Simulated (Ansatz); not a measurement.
The calculation used DFT PBE, scalar-relativistic, plane waves, PAW in Ansatz. All cells share a 420 eV cutoff and Γ-centred k meshes spaced about 0.3 Å⁻¹ or finer (0.25 for metals, 2π included). No spin polarisation.

All energies are static (0 K, no zero-point motion).

Two forms of Ta2Sn3 were relaxed alike.

A.

```xyz
5
Lattice="4.8946 0.0000 0.0000 -2.4473 4.2388 0.0000 0.0000 0.0000 5.7334" Properties=species:S:1:pos:R:3 pbc="T T T"
Ta    2.4473    1.4129    5.1924
Ta    0.0000    2.8259    0.5410
Sn    0.0000    0.0000    0.0000
Sn    2.4473    1.4129    2.2520
Sn    0.0000    2.8259    3.4815
```

B.

```xyz
10
Lattice="7.4346 0.0000 0.0000 0.0000 7.4346 0.0000 0.0000 0.0000 3.9559" Properties=species:S:1:pos:R:3 pbc="T T T"
Ta    2.6790    6.3963    0.0000
Ta    4.7555    1.0382    0.0000
Ta    1.0382    2.6790    0.0000
Ta    6.3963    4.7555    0.0000
Sn    6.2813    2.5641    1.9779
Sn    1.1532    4.8705    1.9779
Sn    2.5641    1.1532    1.9779
Sn    4.8705    6.2813    1.9779
Sn    0.0000    0.0000    0.0000
Sn    3.7173    3.7173    0.0000
```

Question: Which is lower in energy, and by how much?

Answer: A is lower, by 66 meV/atom. A has space group P-3m1 (No. 164), 23.8 Å³/atom and no gap on its mesh; B has space group P4/mbm (No. 127), 21.9 Å³/atom and no gap. Counting all near atoms (those within 1.25 times the shortest distance at each site; a plus sign parts nearer from farther groups; a slash parts the counts of unlike sites), A has Ta 11, Sn 6/8 and B has Ta 9, Sn 6+5/4+8. The lower one is the more open, so pressure narrows the difference. Even the lower one lies +0.14 eV/atom against the reference forms of the elements (uncorrected), so neither is stable at this level. In A, around Ta lie 5 Sn at 2.79–2.94 Å, 3 Ta at 3.03 Å and 3 Sn at 3.30 Å; Sn on a site of symmetry -3m is surrounded by 6 Ta at 2.88 Å and 6 Sn at 3.61 Å; around Sn on a site of symmetry 3m lie 2 Ta at 2.79–2.94 Å, 3 Sn at 3.08 Å, 3 Ta at 3.30 Å and 3 Sn at 3.61 Å. In B, Ta is surrounded by 8 Sn at 2.87–2.95 Å and 1 Ta at 2.94 Å; Sn on a site of symmetry m2m has 6 Ta at 2.93–2.95 Å and 5 Sn at 3.26–3.44 Å; around Sn on a site of symmetry 4/m lie 4 Ta at 2.87 Å and 8 Sn at 3.44 Å. Both come from trial cells of a structure search.

Spin–orbit coupling, which can matter for Ta, is left out. With atoms moved at random, A (by 9 meV/atom) fell into a lower structure. B had no clear such test and can be a saddle point.
